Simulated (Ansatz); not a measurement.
# MnAs: Quadrupolar parameters

The cell is a COD entry (perhaps calculated rather than measured), its atoms then relaxed with PBE in this cell.

```
Mn As
1.0
     3.71000    0.00000    0.00000
    -1.85500    3.21295    0.00000
     0.00000    0.00000    5.69100
Mn As
2 2
Direct
  0.00000 0.00000 0.00000
  0.00000 0.00000 0.50000
  0.33333 0.66667 0.25000
  0.66667 0.33333 0.75000
```

Atom numbers follow the list; atoms alike are taken as one site, whose name carries the number of the first.

Method: Kohn–Sham DFT in Ansatz, PBE, plane waves and PAW, scalar-relativistic, collinear spin, 420 eV cutoff, Γ-centred 10×10×6 k-points, Fermi–Dirac smearing 0.05 eV. Start moments as typed (μB): 4 -4 0 0 by atom.

Conventions: |V_zz| ≥ |V_yy| ≥ |V_xx|, η = (V_xx − V_yy)/V_zz, C_Q = eQV_zz/h. ν_Q = 3|C_Q|/[2I(2I − 1)].

⁵⁵Mn: I = 5/2, Q = 330.0 mb; As-75: I = 3/2, Q = 311.0 mb. Quadrupole moments are those of Pyykkö's year-2017 table.

```tsv
site	atoms (order as listed)	first shell	C_Q (MHz)	η	ν_Q (MHz)
Mn	1, 2	6 As at 2.57 Å; also 2 Mn at 2.85 Å	-16.0	0.00	2.40
As	3, 4	6 Mn at 2.57 Å	31.9	0.00	15.9
```

An axis of threefold or higher order runs through Mn and As, so V_zz lies along it and η is zero.

At this cell the PBE pressure is -6 GPa, so with PBE the cell would shrink if it were relaxed. The entry's cell may itself be off. Runs of this kind can end above the lowest electronic state. The run finds no gap above 0.1 eV (a metal, or nearly one), so the gradients can move by 10 % or more with the k-mesh. The magnetic order is the one that the run reached from its start moments, not necessarily the measured one; the program found signs of a lower order.
